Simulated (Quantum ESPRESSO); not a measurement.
**Kohn-Sham bands of Ca (Cmcm, model phase)**

```
Ca
1.0
    1.97128    -3.39549     0.00000
    1.97128     3.39549     0.00000
    0.00000     0.00000     6.50911
Ca
2
Cartesian
  0.00000   1.11651   1.62728
  0.00000  -1.11651  -1.62728
```

Cell from Materials Project (mp-132), symmetrised, no further relaxation. This isn't the element's usual structure (fcc); take it as a model of another phase. The atoms lie within 0.1 Å of the higher space group P6_3/mmc. Method: PBEsol plane waves in Quantum ESPRESSO 7.5 (PseudoDojo norm-conserving files, 55 Ry, no spin polarisation, no spin-orbit coupling), Bloch states on a 8×8×4 mesh through Γ, Wannier90 4.0.1. Density: 12×12×8 mesh, cold smearing 0.01 Ry.

Energies are relative to the Fermi level; weights are on the orthonormalised atomic waves of the pseudopotential files, averaged over the group. 20 electrons a cell are treated as valence.

```json
[
 {"bands": "1–2", "from (eV)": "-41.99", "to (eV)": "-41.97", "filling": "filled", "weight on atomic waves": "?"},
 {"bands": "3–8", "from (eV)": "-23.11", "to (eV)": "-22.98", "filling": "filled", "weight on atomic waves": "?"}
]
```

**Question.** Which atomic shells make up each group?

**Answer.** 
- 1–2, weight on atomic waves: Ca 3s 99 %
- 3–8, weight on atomic waves: Ca 3p 100 %

No gap over 0.05 eV opens at the Fermi level at this level of theory.
